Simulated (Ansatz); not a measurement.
# Property card for MnNi3

MnNi$_{3}$:
```
CELL_PARAMETERS angstrom
      3.50446     0.00000     0.00000
      0.00000     3.50446     0.00000
      0.00000     0.00000     3.50446
ATOMIC_POSITIONS crystal
  Ni 0.00000 0.50000 0.50000
  Ni 0.50000 0.00000 0.50000
  Ni 0.50000 0.50000 0.00000
  Mn 0.00000 0.00000 0.00000
```
The run is spin-polarised; directions of the spins, atom by atom: ↑ ↑ ↑ ↑.

Space group Pm-3m (No. 221), Cu3Au type; conventional cell a = 3.504 Å, b = 3.504 Å, c = 3.504 Å, α = 90.00°, β = 90.00°, γ = 90.00°.

Method: PBEsol (plane waves, PAW; program Ansatz). The cell and atoms are relaxed at this level. Other levels are named where they apply.

**Cell and energy**

- Volume per atom = 10.76 Å³
- Density = 8.91 g/cm³
- Formation energy from the elements (no fitted shifts) = -0.067 eV/atom

**Electronic structure**

* **Electronic character**: metallic (no gap)
* **Density of states at the Fermi level**: 1.0 states/eV per atom (mean over ±0.08 eV)

**Magnetism**

- Magnetic order = ferromagnetic
- Net moment = 1.14 μB per atom

**Mechanics**

Bulk modulus (Birch–Murnaghan fit): 2060 kbar
Pressure derivative B′: 5.0
Elastic constants (relaxed ions, GPa): C11 = 292, C12 = 163, C44 = 149
Mechanical stability: stable (all eigenvalues of C positive)
Hill bulk and shear moduli: 206 and 107 GPa
Young's modulus: 273 GPa
Poisson's ratio: 0.28
Debye temperature from the elastic constants: 520 K

The workflow started from an entry of the Crystallography Open Database (COD). Whether it is the stable phase at ambient conditions was not checked. The cell was relaxed with PBEsol under the symmetry of its start; whether a distortion lowers the energy is not shown. Spin order of the final state: ferromagnetic, chosen from 5 collinear starts compared on coarse meshes (ties went to the first, and starts can fall back to one state), not a proven ground state. As this level gives no gap, shear constants depend on the k-mesh and smearing (Fermi–Dirac, 0.1 eV here). The references are the lowest solids computed at this level, not always the standard phases.

Potentials: the later of the program's two PAW sets.
